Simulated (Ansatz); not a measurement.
**How much do the gradients of MgTi8O16 depend on the method?**

Cell: a computed structure from the Materials Project (it need not be an observed phase).

```cif
data_structure
_symmetry_space_group_name_H-M 'P 1'
_symmetry_Int_Tables_number 1
_cell_length_a 5.2036
_cell_length_b 5.6482
_cell_length_c 9.3779
_cell_angle_alpha 88.065
_cell_angle_beta 88.908
_cell_angle_gamma 88.407
_cell_volume 275.32
loop_
_atom_site_label
_atom_site_type_symbol
_atom_site_fract_x
_atom_site_fract_y
_atom_site_fract_z
_atom_site_occupancy
Mg1 Mg 0.45976 0.37271 0.59986 1
Ti2 Ti 0.90612 0.63889 0.63219 1
Ti3 Ti 0.34947 0.39454 0.89565 1
Ti4 Ti 0.61139 0.07126 0.35375 1
Ti5 Ti 0.10938 0.89078 0.12589 1
Ti6 Ti 0.08525 0.38599 0.37127 1
Ti7 Ti 0.61622 0.58519 0.13547 1
Ti8 Ti 0.36904 0.87625 0.63501 1
Ti9 Ti 0.85447 0.10875 0.87001 1
O10 O 0.54843 0.61743 0.73554 1
O11 O 0.06209 0.39633 0.76456 1
O12 O 0.94442 0.11350 0.26878 1
O13 O 0.44615 0.87668 0.23248 1
O14 O 0.45001 0.37730 0.26578 1
O15 O 0.94167 0.61395 0.23392 1
O16 O 0.04403 0.90837 0.73622 1
O17 O 0.53980 0.13207 0.76170 1
O18 O 0.17752 0.15198 0.99593 1
O19 O 0.70169 0.86237 0.50976 1
O20 O 0.30624 0.65468 0.01583 1
O21 O 0.79799 0.36862 0.49453 1
O22 O 0.80883 0.86257 0.00993 1
O23 O 0.30482 0.13496 0.48572 1
O24 O 0.68418 0.35960 0.98947 1
O25 O 0.21853 0.62618 0.50932 1
```

Atom numbers follow the list; atoms alike are taken as one site, whose name carries the number of the first.

First run. Method: Kohn–Sham DFT in Ansatz, PBE, plane waves and PAW, scalar-relativistic, 420 eV cutoff, Γ-centred 7×6×4 k-points, Fermi–Dirac smearing 0.05 eV.

```
site  atom  V_zz (10²¹ V/m²)     η
  Mg     1             -2.03  0.75
 Ti2     2             -2.07  0.26
 Ti6     6             -1.57  0.72
 Ti8     8              3.54  0.75
 Ti9     9              2.62  0.54
 O12    12              2.38  0.99
 O13    13             -2.34  0.77
 O14    14             -2.48  0.48
 O15    15              2.03  0.90
 O17    17              2.75  0.80
 O19    19             -2.24  0.82
 O21    21             -3.46  0.95
 O22    22              2.53  0.54
 O24    24              2.41  0.85
```

Second run. The same atoms and settings, except that the functional is r2SCAN and the cutoff is 500 eV.

Question: What does the second run give?

Answer: 

```
site  atom   V_zz     η  change of V_zz
  Mg     1  -2.12  0.75           -0.09
 Ti2     2  -2.12  0.47           -0.05
 Ti6     6  -1.63  0.55           -0.06
 Ti8     8   3.47  0.90           -0.07
 Ti9     9   2.50  0.66           -0.12
 O12    12  -2.57  0.88               –
 O13    13  -2.51  0.74           -0.17
 O14    14  -2.70  0.45           -0.22
 O15    15  -2.10  0.98               –
 O17    17   2.73  0.85           -0.02
 O19    19  -2.40  0.86           -0.16
 O21    21  -3.58  0.86           -0.12
 O22    22   2.58  0.69           +0.05
 O24    24   2.52  0.92           +0.11
```

The largest change of V_zz along a kept axis is on O14, from -2.48 to -2.70. The whole tensor moves most on Ti8, by 0.43 along its most changed direction. In per cent, |V_zz| changes by +4 on Mg, -4 to +3 on Ti, 0 to +9 on O (all sites that start above 2, bar those whose gradient vanishes or changes sign or whose main axis turns by over 40°). Where |V_zz| stays above 0.1 and the axes keep their order, η moves most on Ti2, from 0.26 to 0.47. On O12, O15 the largest principal value lies along another axis in the second run, so the two V_zz can't be compared directly. The table leaves out 11 of the 25 sites, with |V_zz| up to 4.16; their tensors move by 0.19 at most along any direction. The statements above cover all sites.

The run finds no gap above 0.1 eV (a metal, or nearly one), so the gradients can move by 10 % or more with the k-mesh. Semilocal functionals can leave a metal where correlation in the d or f shell opens a gap in the real compound, and that would change the values at and beside Ti.
For the second run: At this cell the r2SCAN pressure is -6 GPa, so with r2SCAN the cell would shrink if it were relaxed. The entry's cell may itself be off. The largest force is 0.3 eV/Å, so the atoms aren't at the calculated equilibrium and relaxing them would move these values.
